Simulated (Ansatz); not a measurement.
SiB$_{2}$Mo$_{5}$:
```cif
data_B4Mo10Si2
_chemical_formula_sum 'Si2 B4 Mo10'
_space_group_name_H-M_alt 'P 1'
_space_group_IT_number 1
_cell_length_a 6.99247
_cell_length_b 6.99247
_cell_length_c 6.99247
_cell_angle_alpha 128.991
_cell_angle_beta 128.991
_cell_angle_gamma 75.025
loop_
_space_group_symop_operation_xyz
  'x, y, z'
loop_
_atom_site_label
_atom_site_type_symbol
_atom_site_fract_x
_atom_site_fract_y
_atom_site_fract_z
_atom_site_occupancy
Si1 Si 0.75000 0.75000 0.00000 1
Si2 Si 0.25000 0.25000 0.00000 1
B1 B 0.37994 0.87994 0.25988 1
B2 B 0.62006 0.12006 0.74012 1
B3 B 0.87994 0.62006 0.50000 1
B4 B 0.12006 0.37994 0.50000 1
Mo1 Mo 0.00000 0.00000 0.00000 1
Mo2 Mo 0.50000 0.50000 0.00000 1
Mo3 Mo 0.80384 0.97404 0.50000 1
Mo4 Mo 0.19616 0.02596 0.50000 1
Mo5 Mo 0.97404 0.47404 0.17021 1
Mo6 Mo 0.02596 0.52596 0.82979 1
Mo7 Mo 0.47404 0.30384 0.50000 1
Mo8 Mo 0.52596 0.69616 0.50000 1
Mo9 Mo 0.30384 0.80384 0.82979 1
Mo10 Mo 0.69616 0.19616 0.17021 1
```

Relaxed with r²SCAN.

Question: Tabulate the valence density and the electron localisation function along the shortest Si–Mo contact (2.56 Å), DFT-r²SCAN in the program Ansatz with PAW potentials.

Answer: 

```
distance from Si (Å)  density (e/Å³)   ELF
--------------------  --------------  ----
0.26                            0.10  0.24
0.38                            0.18  0.19
0.51                            0.28  0.27
0.64                            0.38  0.43
0.77                            0.43  0.57
0.90                            0.44  0.63
1.03                            0.41  0.59
1.15                            0.40  0.48
1.28                            0.40  0.32
1.41                            0.45  0.22
1.54                            0.61  0.23
1.67                            1.04  0.38
1.80                            1.97  0.59
1.92                            3.37  0.72
2.05                            4.93  0.75
2.18                            6.11  0.69
2.31                            6.51  0.52
```

The density is the valence pseudo-density with augmentation charge, so density and ELF within about 1 Å of a nucleus are not all-electron values.

Space group I4/mcm. The first step of the workflow began from a Materials Project structure, measured or hypothetical; the Crystallography Open Database files this formula in space group No. 140, but the cells were not matched. Whether it is the stable phase at ambient conditions was not checked. Symmetry was held in the r²SCAN relaxation; whether a distortion lowers the energy is not shown. The run is not spin-polarised.

Potentials: the later of the program's two PAW sets.
